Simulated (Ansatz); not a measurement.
Values for one crystal, relaxed and computed with DFT-PBEsol in the program Ansatz with PAW potentials; other levels are named.

| Quantity | Result |
|---|---|
| Volume per atom | 18.69 Å³ |
| Electronic character | metallic (no gap) |
| Pressure derivative B′ | 4.1 |
| Highest zone-centre frequency | 24.0 meV |
| Bulk modulus (Birch–Murnaghan fit) | 178 GPa |
| Density of states at the Fermi level | 0.38 states/eV per atom (mean over ±0.08 eV) |
| Formation energy from the elements (no fitted shifts) | -1.09 eV/atom |

Which compound is it?
(A) TiCo, CsCl type
(B) Mg2Sn, cubic Laves (MgCu2 type)
(C) ZrPt, Cmcm (Zr on 4c, Pt on 4c)
(D) LiAl3, Cu3Au type

C, ZrPt, Cmcm (Zr on 4c, Pt on 4c)

The workflow started from a Materials Project entry (that database holds measured and hypothetical structures alike); the Crystallography Open Database copy checked does not list it. COD files the formula under space group No. 221, so this cell is another polymorph or a model. Its standing as an ambient phase is unchecked. The PBEsol relaxation kept the symmetry of its start; of distortions, only those at the zone centre were tested. The run is not spin-polarised. The references are the lowest solids computed at this level, not always the standard phases. Spin–orbit coupling is left out wherever it is not named.

Potentials: the later of the program's two PAW sets.
